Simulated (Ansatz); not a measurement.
CdS (wurtzite, space group No. 186), plane-wave PAW r²SCAN (Ansatz code). The conduction-band minimum lies at Γ, with 1 equivalent valley. Second derivatives d²E/dk² of the lowest band at one valley (eV·Å²), along Cartesian directions:

```tsv
direction	d²E/dk²
[100]	47.56
[010]	47.57
[001]	51.16
[110]	47.56
[101]	49.38
[011]	49.38
```

Q: Find the principal effective masses, the density-of-states mass and the conductivity mass.

A: Off-diagonal terms follow from H_xy = H[110] − (H_xx + H_yy)/2, and m*/mₑ = 7.620 eV·Å² over each eigenvalue: 0.15, 0.16, 0.16. One valley's DOS mass (m₁m₂m₃)^(1/3) = 0.16, conductivity mass 3/(Σ 1/mᵢ) = 0.16 mₑ.

Q: What effective density of states Nc follows at 300 K for parabolic valleys?

A: Nc = 2.509e19 × 1 × (0.16)^(3/2) ≈ 1.6e18 cm⁻³.

Q: With the computed static dielectric constant 8.94 (mean of the diagonal), estimate a hydrogenic donor's binding energy and radius.

A: E = 13.606 eV × 0.16/8.94² ≈ 27 meV; a = 0.529 Å × ε/m* ≈ 30 Å. Semilocal masses tend to be too small when the gap is underestimated.

Space group P6_3mc (wurtzite). The cell was relaxed with r²SCAN under the symmetry of its start. Spin–orbit coupling is left out wherever it is not named.

Potentials: the earlier of the program's two PAW sets. The files were generated under PBE; for other functionals the program regenerates the frozen cores, and for LDA and PBEsol the local potential too.
